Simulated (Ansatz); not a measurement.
Cs$_{2}$WO$_{2}$F$_{4}$:
```cif
data_Cs4F8O4W2
_chemical_formula_sum 'Cs4 W2 O4 F8'
_space_group_name_H-M_alt 'C2/m'
_space_group_IT_number 12
_space_group_name_Hall '-C 2y'
_cell_length_a 11.08529
_cell_length_b 6.21138
_cell_length_c 5.00230
_cell_angle_alpha 90.000
_cell_angle_beta 91.721
_cell_angle_gamma 90.000
loop_
_space_group_symop_operation_xyz
  'x, y, z'
  '-x, -y, -z'
  '-x, y, -z'
  'x, -y, z'
  'x+1/2, y+1/2, z'
  '-x+1/2, -y+1/2, -z'
  '-x+1/2, y+1/2, -z'
  'x+1/2, -y+1/2, z'
loop_
_atom_site_label
_atom_site_type_symbol
_atom_site_symmetry_multiplicity
_atom_site_Wyckoff_symbol
_atom_site_fract_x
_atom_site_fract_y
_atom_site_fract_z
_atom_site_occupancy
Cs1 Cs 4 i 0.17647 0.50000 0.30371 1
W1 W 2 a 0.00000 0.00000 0.00000 1
O1 O 4 i 0.14167 0.00000 0.18990 1
F1 F 8 j 0.43722 0.27713 0.22500 1
```
(The calculation used a cell of 9 atoms; values per cell refer to that cell.)

Relaxed with r²SCAN. 

Task: HSE06 on this cell (Ansatz, a quantum-chemistry and plane-wave program, PAW) gives a gap of 4.17 eV. What does r²SCAN give?

Result: 2.84 eV.

Cost on shared cores: the r²SCAN run (SCF on a 5×5×6 mesh, then bands and DOS) about 5 core-minutes (a rough figure), the HSE06 run (SCF on 3×3×3, then a few points) about 6 core-minutes (a rough figure); the tasks are unlike.

The workflow started from a Materials Project entry (that database holds measured and hypothetical structures alike); the Crystallography Open Database copy checked does not list it. Whether it is the stable phase at ambient conditions was not checked. Symmetry was held in the r²SCAN relaxation; whether a distortion lowers the energy is not shown. No spin polarisation was allowed. No Hubbard U is applied. Spin–orbit coupling is left out wherever it is not named.

Potentials: the later of the program's two PAW sets.

Ansatz is a plane-wave DFT program.
